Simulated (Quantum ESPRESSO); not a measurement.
## Hf2TiAl4Ta (input and log of a self-consistent run)

A calculation, not a measurement. The program is pw.x of Quantum ESPRESSO 7.5 (plane-wave density functional theory). The cell is made up: eight metal atoms on a hexagonal close-packed lattice, with elements, volume, strain and displacements drawn at random and not relaxed, so it may be unstable or far from any real phase. PseudoDojo standard norm-conserving files set the functional (PBE unless stated); there is no spin polarisation or spin-orbit coupling, the Fermi-Dirac width of 0.25 eV means electrons at about 2900 K, and the masses in the input are unused placeholders. Heavy elements are run without spin-orbit coupling, which real alloys of them have. A spin test at this wide smearing found no moment, but such smearing suppresses magnetism that the real alloy may have.

Input:

```
&control calculation='scf', pseudo_dir='./dojo.nc.sr.pbe.v0_5.standard.upf', outdir='./o', disk_io='minimal', tprnfor=.true., tstress=.true. /
&system ibrav=0, nat=8, ntyp=4, nbnd=44, ecutwfc=84.00895049, nosym=.true., tot_charge=0,
 occupations='smearing', smearing='fd', degauss=0.0183746611
/
&electrons conv_thr=1.470e-08, electron_maxstep=70, mixing_beta=0.5 /
ATOMIC_SPECIES
Al 1.0 Al.upf
Hf 1.0 Hf.upf
Ta 1.0 Ta.upf
Ti 1.0 Ti.upf
CELL_PARAMETERS angstrom
-2.9402 -0.019 -0.0113
-0.0183 -0.0387 -4.724
-0.0659 -10.3856 -0.0824
ATOMIC_POSITIONS angstrom
Hf 0.0407 -0.0302 0.0263
Ti -0.1092 -5.1964 -0.0317
Al -0.175 -3.4314 -2.3005
Al -0.0979 -8.6422 -2.4504
Al -1.4237 -2.5164 0.0355
Hf -1.6248 -7.8215 -0.1331
Ta -1.4541 -0.7778 -2.354
Al -1.5072 -6.0414 -2.4705
K_POINTS automatic
9 6 3 1 1 1
```

The log is shortened where brackets say so; the opening notice, blank lines, dates and the lines on written files are dropped, and the path of the files is cut. It prints rydbergs, bohrs and kilobars, and counts compression as positive stress. Its total energy is the free energy E - TS of the whole cell.

```
     Program PWSCF v.7.5
     Parallel version (MPI & OpenMP), running on       4 processor cores
     Number of MPI processes:                 4
     Threads/MPI process:                     1
     [start-up lines left out]
     bravais-lattice index     =            0
     lattice parameter (alat)  =       5.5563  a.u.
     unit-cell volume          =     973.3356 (a.u.)^3
     number of atoms/cell      =            8
     number of atomic types    =            4
     number of electrons       =        61.00
     number of Kohn-Sham states=           44
     kinetic-energy cutoff     =      84.0090  Ry
     charge density cutoff     =     336.0358  Ry
     scf convergence threshold =      1.5E-08
     mixing beta               =       0.5000
     number of iterations used =            8  plain     mixing
     Exchange-correlation= PBE
                           (   1   4   3   4   0   0   0)
     [axes and pseudopotential details left out]
   Cartesian axes
     site n.     atom                  positions (alat units)
         1        Hf     tau(   1) = (   0.0138422  -0.0102711   0.0089447  )
         2        Ti     tau(   2) = (  -0.0371393  -1.7673128  -0.0107813  )
         3        Al     tau(   3) = (  -0.0595181  -1.1670305  -0.7824077  )
         4        Al     tau(   4) = (  -0.0332961  -2.9392408  -0.8333891  )
         5        Al     tau(   5) = (  -0.4842051  -0.8558360   0.0120737  )
         6        Hf     tau(   6) = (  -0.5525998  -2.6601180  -0.0452677  )
         7        Ta     tau(   7) = (  -0.4945442  -0.2645324  -0.8006032  )
         8        Al     tau(   8) = (  -0.5126037  -2.0547001  -0.8402252  )
     number of k points=    81  Fermi-Dirac smearing, width (Ry)=  0.0184
                       cart. coord. in units 2pi/alat
        k(    1) = (  -0.0550600  -0.0464291  -0.0512742), wk =   0.0246914
        k(    2) = (  -0.0562739   0.1423319  -0.0528158), wk =   0.0246914
     [further k points left out]
     Dense  grid:   101275 G-vectors     FFT dimensions: (  36,  54, 120)
     Estimated max dynamical RAM per process >     338.85 MB
     Estimated total dynamical RAM >       1.25 GB
     Initial potential from superposition of free atoms
     starting charge      60.9840, renormalised to      61.0000
     Starting wfcs are   56 randomized atomic wfcs
     total cpu time spent up to now is       10.7 secs
     per-process dynamical memory:   282.2 Mb
     Self-consistent Calculation
     iteration #  1     ecut=    84.01 Ry     beta= 0.50
     Davidson diagonalization with overlap
     ethr =  1.00E-02,  avg # of iterations =  2.6
     Threshold (ethr) on eigenvalues was too large:
     Diagonalizing with lowered threshold
     Davidson diagonalization with overlap
     ethr =  7.60E-04,  avg # of iterations =  2.2
     total cpu time spent up to now is       51.8 secs
     total energy              =    -492.96531937 Ry
     estimated scf accuracy    <       0.46986765 Ry
     iteration #  2     ecut=    84.01 Ry     beta= 0.50
     Davidson diagonalization with overlap
     ethr =  7.70E-04,  avg # of iterations =  7.4
     total cpu time spent up to now is       85.6 secs
     total energy              =    -491.77806697 Ry
     estimated scf accuracy    <      33.88086094 Ry
     iteration #  3     ecut=    84.01 Ry     beta= 0.50
     Davidson diagonalization with overlap
     ethr =  7.70E-04,  avg # of iterations =  6.1
     total cpu time spent up to now is      118.9 secs
     total energy              =    -492.99287042 Ry
     estimated scf accuracy    <       3.00252436 Ry
     iteration #  4     ecut=    84.01 Ry     beta= 0.50
     Davidson diagonalization with overlap
     ethr =  7.70E-04,  avg # of iterations =  2.9
     total cpu time spent up to now is      145.3 secs
     total energy              =    -493.13389923 Ry
     estimated scf accuracy    <       1.03681565 Ry
     iteration #  5     ecut=    84.01 Ry     beta= 0.50
     Davidson diagonalization with overlap
     ethr =  7.70E-04,  avg # of iterations =  1.6
     total cpu time spent up to now is      167.2 secs
     total energy              =    -493.19517678 Ry
     estimated scf accuracy    <       0.06056413 Ry
     [iterations 6 to 11 left out]
     iteration # 12     ecut=    84.01 Ry     beta= 0.50
     Davidson diagonalization with overlap
     ethr =  2.36E-09,  avg # of iterations =  2.9
     total cpu time spent up to now is      333.3 secs
     total energy              =    -493.20108238 Ry
     estimated scf accuracy    <       0.00000065 Ry
     iteration # 13     ecut=    84.01 Ry     beta= 0.50
     Davidson diagonalization with overlap
     ethr =  1.07E-09,  avg # of iterations =  1.9
     total cpu time spent up to now is      351.4 secs
     total energy              =    -493.20108244 Ry
     estimated scf accuracy    <       0.00000076 Ry
     iteration # 14     ecut=    84.01 Ry     beta= 0.50
     Davidson diagonalization with overlap
     ethr =  1.07E-09,  avg # of iterations =  1.0
     total cpu time spent up to now is      368.7 secs
     total energy              =    -493.20108247 Ry
     estimated scf accuracy    <       0.00000004 Ry
     iteration # 15     ecut=    84.01 Ry     beta= 0.50
     Davidson diagonalization with overlap
     ethr =  6.50E-11,  avg # of iterations =  4.2
     total cpu time spent up to now is      390.6 secs
     total energy              =    -493.20108246 Ry
     estimated scf accuracy    <       0.00000026 Ry
     iteration # 16     ecut=    84.01 Ry     beta= 0.50
     Davidson diagonalization with overlap
     ethr =  6.50E-11,  avg # of iterations =  2.0
     total cpu time spent up to now is      409.4 secs
     End of self-consistent calculation
     [lines on levels left out]
!    total energy              =    -493.20108248 Ry
     estimated scf accuracy    <          1.2E-09 Ry
     smearing contrib. (-TS)   =      -0.10044276 Ry
     internal energy E=F+TS    =    -493.10063971 Ry
     The total energy is F=E-TS. E is the sum of the following terms:
     one-electron contribution =    -214.69920748 Ry
     hartree contribution      =     127.36751029 Ry
     xc contribution           =    -112.94493187 Ry
     ewald contribution        =    -292.82401065 Ry
     convergence has been achieved in  16 iterations
     Forces acting on atoms (cartesian axes, Ry/au):
     atom    1 type  2   force =    -0.01375838   -0.00893738   -0.00734750
     atom    2 type  4   force =     0.00710662    0.01892066   -0.01018155
     atom    3 type  1   force =     0.00965706    0.00971891   -0.00864082
     atom    4 type  1   force =    -0.00552001   -0.00251164   -0.00574317
     atom    5 type  1   force =    -0.00742046   -0.04457317    0.00085626
     atom    6 type  2   force =     0.01897980    0.03806789    0.01451954
     atom    7 type  3   force =    -0.00354499   -0.01338834    0.00544654
     atom    8 type  1   force =    -0.00549965    0.00270307    0.01109070
     Total force =     0.074915     Total SCF correction =     0.000075
     Computing stress (Cartesian axis) and pressure
          total   stress  (Ry/bohr**3)                   (kbar)     P=       36.41
   0.00044227   0.00001653  -0.00003363           65.06        2.43       -4.95
   0.00001653  -0.00006888  -0.00006057            2.43      -10.13       -8.91
  -0.00003363  -0.00006057   0.00036908           -4.95       -8.91       54.29
     init_run     :     10.13s CPU     10.48s WALL (       1 calls)
     electrons    :    396.56s CPU    398.79s WALL (       1 calls)
     forces       :      3.86s CPU      3.89s WALL (       1 calls)
     stress       :     14.39s CPU     14.78s WALL (       1 calls)
     [timing details left out]
     PWSCF        :   7m 5.14s CPU   7m 8.22s WALL
     JOB DONE.
```

In other units: free energy -6710.343 eV for the cell, pressure 3.64 GPa, largest force component 1.146 eV/Å in size. The run took 430 s of wall time with four MPI processes on a shared machine (Intel Xeon, older, virtual cores), so the time is rough. A rerun of this cell at a higher cutoff and on a denser mesh moved values by no more than 0.006 eV in energy, 0.04 GPa in stress and 0.010 eV/Å in force, and a second program with other atomic files agreed on that cell to 2 % rms in force and 0.5 GPa in pressure.